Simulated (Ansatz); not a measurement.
BaTiHO$_{2}$:
```
BaTiHO2
1.0
    4.03367     0.00000     0.00000
    0.00000     4.03367     0.00000
    0.00000     0.00000     3.97735
Ba Ti O H
1 1 2 1
Direct
  0.50000   0.50000   0.50000
  0.00000   0.00000   0.00000
  0.50000   0.00000   0.00000
  0.00000   0.50000   0.00000
  0.00000   0.00000   0.50000
```
The run is spin-polarised; directions of the spins, atom by atom: 0 ↑ 0 0 0.

Relaxed with r²SCAN. Special points in fractions of this cell's reciprocal vectors: Γ (0.000, 0.000, 0.000); X (0.000, 0.500, 0.000); M (0.500, 0.500, 0.000); Z (0.000, 0.000, 0.500); R (0.000, 0.500, 0.500); A (0.500, 0.500, 0.500).

List the band energies nearest the Fermi level at these points for plane-wave PAW r²SCAN (Ansatz code).

In eV from the Fermi level; about four levels below and three above (degenerate sets whole), none deeper than 8.9 eV; points with the same levels are listed once.

```
k                            below           above
---  -----------------------------  --------------
Γ ↑  -3.49 -3.49 -0.67 -0.67 -0.12  2.15 2.27 2.48
X ↑        -4.86 -4.77 -4.68 -0.53  1.02 1.45 1.57
M ↑        -5.85 -5.67 -5.67 -3.10  1.05 1.05 2.06
Z ↑  -3.65 -3.65 -2.98 -0.82 -0.82  0.07 0.57 2.15
R ↑        -4.61 -3.86 -3.41 -1.43  0.43 0.81 1.61
A ↑        -5.23 -4.69 -4.69 -3.04  0.70 0.86 0.86
Γ ↓        -4.28 -4.25 -3.54 -3.54  0.44 0.98 0.98
X ↓        -4.92 -4.75 -4.70 -4.66  1.22 1.54 2.11
M ↓        -5.82 -5.51 -5.51 -3.16  2.62 2.66 2.66
Z ↓        -5.09 -3.69 -3.69 -3.03  0.65 0.80 0.80
R ↓        -4.61 -3.91 -3.45 -0.12  0.78 2.14 2.20
A ↓        -5.20 -4.52 -4.52 -3.10  1.08 2.37 2.37
```

Space group P4/mmm. The start of the workflow was typed in or built on a structure type; neither database checked (COD, Materials Project) lists it. Its standing as an ambient phase is unchecked. Symmetry was held in the r²SCAN relaxation; its stability against distortions is not shown here. Spin order of the final state: ferromagnetic, the only order run, not a proven ground state. The cell computed holds one magnetic atom, so no antiferromagnetic order was within reach. Other orbital occupations within this spin state were not tried. No Hubbard U is applied. The compound may be a true metal, but semilocal functionals without U, or a wrong spin order, can also close a gap. Spin–orbit coupling is left out wherever it is not named.

Potentials: the earlier of the program's two PAW sets.
